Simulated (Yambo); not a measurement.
Yambo run on Ba2MgMoO6 (space group Fm-3m, No. 225). The wavefunctions come from this Quantum ESPRESSO step (LDA, PseudoDojo standard norm-conserving files, scalar-relativistic):

```
&CONTROL
  calculation = 'nscf'
  pseudo_dir = './pseudo'
  outdir = './out'
/
&SYSTEM
  ibrav = 0
  nat = 10
  ntyp = 4
  ecutwfc = 84.0
  ecutrho = 336.0
  occupations = 'fixed'
  force_symmorphic = .true.
  nbnd = 216
/
&ELECTRONS
  conv_thr = 1e-08
  diago_full_acc = .true.
  diago_thr_init = 1e-08
/
ATOMIC_SPECIES
O 15.9990 O.upf
Mg 24.3050 Mg.upf
Mo 95.9500 Mo.upf
Ba 137.3270 Ba.upf
CELL_PARAMETERS angstrom
  0.000000000000   4.106140000000   4.106140000000
  4.106140000000   0.000000000000   4.106140000000
  4.106140000000   4.106140000000   0.000000000000
ATOMIC_POSITIONS crystal
O   0.761270000000   0.238730000000   0.238730000000
O   0.238730000000   0.761270000000   0.761270000000
O   0.238730000000   0.761270000000   0.238730000000
O   0.761270000000   0.238730000000   0.761270000000
O   0.238730000000   0.238730000000   0.761270000000
O   0.761270000000   0.761270000000   0.238730000000
Mg   0.500000000000   0.500000000000   0.500000000000
Mo   0.000000000000   0.000000000000   0.000000000000
Ba   0.250000000000   0.250000000000   0.250000000000
Ba   0.750000000000   0.750000000000   0.750000000000
K_POINTS automatic
2 2 2 0 0 0
```

Yambo input:

```
rim_cut
gw0
dyson
el_el_corr
HF_and_locXC
ppa
em1d
RandQpts= 1000000
RandGvec= 1 Ry
EXXRLvcs= 84 Ry
VXCRLvcs= 336 Ry
Chimod= "HARTREE"
% BndsRnXp
 3 | 214 |
%
NGsBlkXp= 7 Ry
% LongDrXp
 1.0 | 1.0 | 1.0 |
%
PPAPntXp= 27.2114 eV
% GbndRnge
 1 | 214 |
%
GTermKind= "BG"
DysSolver= "n"
ExtendOut
% QPkrange
 1 | 1 | 40 | 41 |
 3 | 3 | 40 | 41 |
%
```

k points by index: 1 = Γ, 3 = X.

The o-*.qp file then holds:

```
#    K-point    Band    Eo [eV]    E [eV]    E-Eo [eV]    Vxc [eV]    Vnlxc [eV]    Sc|Eo [eV]    Sc|E [eV]    dSc/dw|Eo [eV]    Re(Z)    Im(Z)
#
    1    40    0.000000    -0.346685    -0.346685    -19.58386    -24.66565    4.627879    4.735107    -8.412924    0.763840    -0.001510
    1    41    2.326404    3.512524    1.186119    -18.21228    -13.27252    -3.440922    -3.753633    -7.173411    0.791376    -0.001424
    3    40    -0.047804    -0.400428    -0.352624    -19.46234    -24.51767    4.593966    4.702704    -8.387714    0.764381    -0.001526
    3    41    1.981405    3.177805    1.196400    -17.53833    -12.13792    -3.900880    -4.204007    -6.893801    0.797864    -0.001348
```
(The two width columns are left out.) Convergence of these settings isn't established.

Spin-orbit coupling is not included.

Geometry of the Materials Project entry, not relaxed at this level.

The structure is a Materials Project entry; no match was found in the copy of COD used, and its stability was not checked.
